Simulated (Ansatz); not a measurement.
BP (zinc blende)

```xyz
2
Lattice="0.0000 2.2742 2.2742 2.2742 0.0000 2.2742 2.2742 2.2742 0.0000" Properties=species:S:1:pos:R:3 pbc="T T T"
P      3.4114     3.4114     3.4114
B      0.0000     0.0000     0.0000
```

A phonon eigenvector at Γ is frozen into this cell: atom i moves by Q times the vector below, so Q is the largest atomic displacement, in Å. The cell is held. It is one choice among 3 degenerate patterns.

```
atom      x      y       z
----  -----  -----  ------
P1    0.000  0.000   0.349
B2    0.000  0.000  -1.000
```

These are PBE (plane waves to 420 eV, PAW, scalar-relativistic; Ansatz, a first-principles code) values and carry that method's errors. k mesh 12×12×12 (Γ-centred), Fermi-Dirac smearing 0.05 eV. Energies are smeared free energies. Stress and pressure are positive under compression. As the smearing reaches across the gap at some points, energies and forces of such displacements shift with the k mesh and the smearing. BP was relaxed with its symmetry unable to fall. The zero of ΔE is the undisplaced structure.

Task: Estimate the ΔE (meV/cell) and P (GPa) for Q (Å) = -0.280, -0.233, -0.140, -0.093, 0.047, 0.093, 0.140, 0.233.

Result: 
| Q (Å) | ΔE (meV/cell) | P (GPa) |
|---|---|---|
| -0.280 | 1207 | 11.3 |
| -0.233 | 865 | 8.0 |
| -0.140 | 327 | 3.0 |
| -0.093 | 148 | 1.3 |
| 0.047 | 37 | 0.3 |
| 0.093 | 148 | 1.3 |
| 0.140 | 327 | 3.0 |
| 0.233 | 865 | 8.0 |

(For displaced atoms, the force is minus the slope of the energy, and its curvature is a force constant, which sets phonon frequencies.)
